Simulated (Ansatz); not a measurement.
The relaxed structure here is a generated cell of CsPbCl3: the first start was made by placing the elements on the sites of a structure type, and the end was not matched to a known phase here, so it may be hypothetical. Known forms of CsPbCl3 include space group No. 221.

One starting cell of CsPbCl$_{3}$ (a generated cell, CsPbCl3 placed in the AFLOW prototype ABC3_hR10_167_a_b_e (as in LiNbO3)) was relaxed twice with Ansatz (plane waves, PAW, scalar-relativistic): with r2SCAN at 500 eV and with PBE at 420 eV. The r2SCAN result:

Space group R-3c, hexagonal axes (No. 167); a = b = 8.070 Å, c = 19.056 Å, α = β = 90.00°, γ = 120.00°

| atom | site | symmetry | x | y | z |
|---|---|---|---|---|---|
| Cs | 6a | 32 | 0.0000 | 0.0000 | 0.2500 |
| Pb | 6b | -3. | 0.0000 | 0.0000 | 0.0000 |
| Cl | 18e | .2 | 0.5607 | 0.5607 | 0.2500 |
(The calculation used a cell of 10 atoms; values per cell refer to that cell.)

```csv
quantity,r2SCAN,PBE
space group,R-3c,R-3c
volume (Å³/atom),35.82,?
a (Å),8.070,?
c (Å),19.056,?
"gap (eV, no spin-orbit coupling)",2.66,?
```

What does PBE give for the same quantities?


- volume (Å³/atom), PBE: 36.97
- a (Å), PBE: 8.125
- c (Å), PBE: 19.402
- gap (eV, no spin-orbit coupling), PBE: 2.45

Both levels end in the same structure; PBE's volume is 3.2 % larger; its gap is 0.21 eV smaller. Neither column is exact.

No spin polarisation in the result. Without spin-orbit coupling the bands of the heavy element are not split, so the gap can be far off.

The run could not lower the symmetry of its start; a shaken copy of this end point relaxes with r2SCAN to P-1 (No. 2), 0.002 eV/atom lower.

Ansatz is a quantum-chemistry and plane-wave program.
